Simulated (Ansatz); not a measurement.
InCl:
```yaml
crystal:
  lattice:
    - [2.12034, -6.27155, 0.00000]
    - [2.12034, 6.27155, 0.00000]
    - [0.00000, 0.00000, 4.54816]
  atoms:
    - { symbol: In, position: [0.38566, 0.61434, 0.75000] }
    - { symbol: In, position: [0.61434, 0.38566, 0.25000] }
    - { symbol: Cl, position: [0.83772, 0.16228, 0.25000] }
    - { symbol: Cl, position: [0.16228, 0.83772, 0.75000] }
```

Relaxed with r²SCAN+D4.

Problem. Give the Bader charges and basin volumes of the independent atoms, the program Ansatz at the r²SCAN+D4 level (PAW).

Solution. 

| atom | Bader charge (e) | Bader volume (Å³) |
|---|---|---|
| In1 | +0.75 | 29.4 |
| Cl3 | -0.75 | 31.0 |

Space group Cmcm. The workflow started from a Materials Project entry (that database holds measured and hypothetical structures alike); the Crystallography Open Database copy checked does not list it. COD files the formula under space group No. 198. Its standing as an ambient phase is unchecked. Symmetry was held in the r²SCAN+D4 relaxation; whether a distortion lowers the energy is not shown.

Potentials: the later of the program's two PAW sets.
